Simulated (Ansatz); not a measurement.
Relaxed candidate structures of GeRh3:

**A**
```
CELL_PARAMETERS angstrom
      4.98126     0.00000     0.00000
      0.00000     4.98126     0.00000
      0.00000     0.00000     2.60551
ATOMIC_POSITIONS crystal
  Ge 0.50000 0.50000 0.50000
  Rh 0.00000 0.00000 0.50000
  Rh 0.00000 0.50000 0.50000
  Rh 0.50000 0.00000 0.50000
```

**B**
```
CELL_PARAMETERS angstrom
      3.05650     1.76467     3.65954
     -3.05650     1.76467     3.65954
      0.00000    -3.52935     3.65954
ATOMIC_POSITIONS crystal
  Ge 0.00000 0.00000 0.00000
  Ge 0.50000 0.50000 0.50000
  Rh 0.02117 0.47883 0.75000
  Rh 0.75000 0.02117 0.47883
  Rh 0.47883 0.75000 0.02117
  Rh 0.97883 0.52117 0.25000
  Rh 0.25000 0.97883 0.52117
  Rh 0.52117 0.25000 0.97883
```

**C**
```
CELL_PARAMETERS angstrom
      4.41703     0.00000     0.00000
      0.00000     5.46164     0.00000
      0.00000     0.00000     4.58638
ATOMIC_POSITIONS crystal
  Ge 0.00000 0.00000 0.31508
  Ge 0.50000 0.50000 0.68492
  Rh 0.50000 0.00000 0.68278
  Rh 0.00000 0.50000 0.31722
  Rh 0.00000 0.24659 0.81699
  Rh 0.50000 0.74659 0.18301
  Rh 0.50000 0.25341 0.18301
  Rh 0.00000 0.75341 0.81699
```

Order them by energy per atom (lowest first) at the level r2SCAN (plane waves to 500 eV, PAW, scalar-relativistic; Ansatz, a program for electronic structure).

C (reference), B (+0.22 eV/atom), A (+0.72 eV/atom)

The lowest structure calculated, P4/mbm, tP8, is not among these; it lies 0.11 eV/atom below the lowest of them. Probably no minimum, since a slightly shaken restart fell lower: Pmmn, oP8, AFLOW prototype A3B_oP8_59_bf_a (D0_a, as in TiCu3) (by 0.04 eV/atom, to Cmcm). Each run could gain symmetry but not lose that of its start, so entries can be saddle points. All of these are generated cells (placed on structure types, drawn at random, substituted or restacked) that were not matched to a known phase here. The real structure of this composition may not be among these, and whether this composition forms is not checked here. Energies are at zero temperature and pressure, without zero-point motion. Each cell has its own k-point mesh; energy differences are given only to the digits this allows. No spin polarisation in the result.
